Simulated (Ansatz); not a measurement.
TiC in space group P6_3/mmc (No. 194; Ti on 2c, C on 2d) at seven volumes, DFT-PBE in the program Ansatz with PAW potentials, shape and atoms relaxed at each. One row is withheld.

| V (Å³/atom) | P (GPa) |
|---|---|
| 11.036 | ? |
| 11.400 | 13.52 |
| 11.763 | 6.26 |
| 12.127 | 0.01 |
| 12.491 | -5.37 |
| 12.855 | -10.00 |
| 13.219 | -13.97 |

Question: Fit the shown pressures and predict the withheld one.

Answer: P = (3/2)B₀(x^(7/2) − x^(5/2))[1 + (3/4)(B′ − 4)(x − 1)] with x = (V₀/V)^(2/3). Least squares on the six rows gives V₀ = 12.127 Å³/atom, B₀ = 193 GPa, B′ = 4.04. At V = 11.036, x = 1.0649 and P = 22.02 GPa. The run itself gave 21.95 GPa.

The start of the workflow was typed in or built on a structure type; neither database checked (COD, Materials Project) lists it. It is not the phase usual at ambient conditions (space group No. 225). The cell was relaxed with PBE under the symmetry of its start; whether a distortion lowers the energy is not shown. No spin polarisation was allowed. The volume moved by -15 % from the start of the relaxation.

Potentials: the later of the program's two PAW sets.
